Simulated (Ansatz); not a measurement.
# TiGa2Se4: settings compared (Ansatz)

Launch command:

```bash
ansatz run input.yaml --threads 1 --pin off --max-ram 2560MiB --backend cpu --events-out ev --progress --plain --runs-dir out
```

The input file (Ansatz 0.2.0, plane waves):

```yaml
crystal:
  lattice:
    - [0.0, 5.60357432, 0.0]
    - [5.60357432, 0.0, 0.0]
    - [2.80178666, 2.80178666, -5.23475068]
  atoms:
    - { symbol: Se, position: [0.39, 0.38, 0.74] }
    - { symbol: Se, position: [0.62, 0.13, 0.26] }
    - { symbol: Se, position: [0.87, 0.88, 0.74] }
    - { symbol: Se, position: [0.12, 0.61, 0.26] }
    - { symbol: Ga, position: [0.75, 0.25, 0.5] }
    - { symbol: Ga, position: [0.5, 0.5, 0.0] }
    - { symbol: Ti, position: [0.0, 0.0, 0.0] }
  symmetry: { tolerance: 0.0003 }
kpoints:
  mp_grid: { grid: [4, 4, 4], shift: [0, 0, 0] }
magnetization:
  spin_polarized: false
scf:
  occupations: { method: cold, width: 0.015 }
hamiltonian:
  pseudopotentials: { kind: paw }
  xc: r2scan
basis:
  ecutwfc: 500
output:
  forces: true
  stress: true
  eigenvalues: true
```

Origin of the cell: a known structure type with other elements, at an estimated volume, so it need not be a known compound.

Output of this run (shortened):

```
SCF iter   1: F=—  HF=-32001.586635 eV  Δρ=1.11e-2  dr2=2.68e-1  dr2_τ=4.35e-2  defer=1
SCF iter   2: F=—  HF=-32001.668204 eV  S|Δr|=    0.00e0  Δρ=5.78e-3  dr2=3.44e-2  dr2_τ=3.50e-3  defer=60
SCF iter   3: F=—  HF=-32001.652906 eV  S|Δr|=    0.00e0  Δρ=4.00e-3  dr2=3.40e-2  dr2_τ=1.58e-4  defer=60
SCF iter   4: F=—  HF=-32001.648909 eV  S|Δr|=    0.00e0  Δρ=2.61e-3  dr2=1.71e-2  dr2_τ=1.21e-4  defer=60
SCF iter   5: F=—  HF=-32001.646844 eV  S|Δr|=    0.00e0  Δρ=1.23e-3  dr2=3.99e-3  dr2_τ=2.82e-5  defer=46
[… 2 lines left out …]
SCF iter   8: F=—  HF=-32001.646521 eV  S|Δr|=    0.00e0  Δρ=1.60e-4  dr2=6.65e-5  dr2_τ=4.90e-7  defer=60
SCF iter   9: F=—  HF=-32001.646467 eV  S|Δr|=    0.00e0  Δρ=6.15e-5  dr2=1.40e-5  dr2_τ=6.12e-8  defer=60
SCF iter  10: F=—  HF=-32001.646464 eV  S|Δr|=    0.00e0  Δρ=3.88e-5  dr2=2.10e-6  dr2_τ=1.87e-8  defer=60
SCF iter  11: F=—  HF=-32001.646465 eV  S|Δr|=    0.00e0  Δρ=1.40e-5  dr2=2.03e-7  dr2_τ=9.50e-9  defer=60
SCF iter  12: F=-32001.646465 eV  HF=-32001.646465 eV  S|Δr|=    0.00e0  Δρ=4.35e-6  dr2=1.53e-8  dr2_τ=1.29e-9
SCF 1 converged in 12 iterations: F = -32001.646465 eV  dr2 = 1.53e-8
SCF converged after 12 iterations
Stability not checked: this state was not tested for a lower state beside it, because cold or Methfessel-Paxton smearing, or corrected tetrahedra, fill the levels in a way that the test cannot read (fill_not_monotonic; […]
Free energy (F): -32001.646465 eV
Harris-Foulkes:  -32001.646465 eV  (|F-HF|=1.51e-9)
Internal energy: -32001.645905 eV  (E = F + TS)
E sigma→0 (E₀):  -32001.646278 eV
Entropy (-TS):   -0.000559 eV (-0.080 meV/atom)
Fermi energy:    9.354142 eV
--- Per-component energies (eV) ---
  E_band       = -1954.652437
  E_kinetic    = 988.792976
  E_local      = -15633.477852  (includes V_loc(G=0)·N_el)
  E_nonlocal   = -1517.841430
  E_hartree    = 7526.690480
  E_xc         = -615.309623
  E_vxc        = -680.912427  (∫ρ·V_xc dr)
  E_paw        = -12764.288256  (= ΣΔE_a)
  E_vpaw       = -200.959351  (= ΣTr[D̂ρ^β])
  E_aug_tail   = -0.000823  (compensation charges beyond the density's cutoff)
  E_vtau       = 36.367017  (kinetic-family band-sum trace: ∫τ·v_τ [+ j·A + Jᵃ·Aᵃ] dr)
  E_ewald      = -9977.592699
  E_core_change = -8.618678  (= ΣΔE_core)
  E_smearing   = -0.000559  (= −TS)
  Σ components = -32001.646465   (vs F -32001.646465, Δ=0.00e0)
--- Forces (eV/Å), atoms counted from 1 ---
[… 2 lines left out …]
  atom   3  Se    -0.478876     0.997900    -0.007724
  atom   4  Se     0.997900     0.478876     0.007724
  atom   5  Ga    -0.000000    -0.000000    -0.000000
  atom   6  Ga    -0.000000     0.000000    -0.000000
  atom   7  Ti    -0.000000     0.000000    -0.000000
  max |Σ_I F_I| component: 2.27e-16 eV/Å
--- Stress (GPa, compression-positive) ---
        8.522277      -0.000001      -0.000000
        0.000001       8.522277      -0.000000
       -0.000000      -0.000000       7.870999
  P = ⅓ Tr σ = 8.3052 GPa (83.052 kbar)
```

The same input was run again with these changes:

1. `kpoints.mp_grid.grid` [4, 4, 4] → [2, 2, 2]
2. `scf.occupations.method` cold → gaussian; `scf.occupations.width` 0.015 → 0.005
3. `scf.mixing.preconditioner` default → kerker; `scf.lower_state_search` default → "off"; `basis.xc_grid` default → 2
4. `basis.ecutrho_ratio` default → 2; `scf.max_iter` default → 75

```tsv
run	end	SCF iterations	P (GPa)	max force component (eV/Å)	moment (μB)	ΔE(σ→0) (meV/atom)
base	converged	12	8.31	0.998	–	0
1	converged	20	8.13	1.111	–	2.43
2	converged	14	8.31	0.997	–	0.03
3	converged	11	8.31	0.998	–	0.00
4	converged	12	8.37	0.998	–	-1.14
```

Energies are compared only where functional, datasets, charge and starting cell are the same.

Not properties of the system: run 1 (too coarse or loose: `kpoints.mp_grid.grid` = [2, 2, 2]).

Caveats of the base run: no moments, though an odd count or open d shells may carry them; the k mesh is coarse if the cell is a metal.

Run 4: the cutoff lies below the datasets' advice.

The base run ran for 25 s of wall time on 1 CPU thread(s) of a shared host, from the program's own first density.
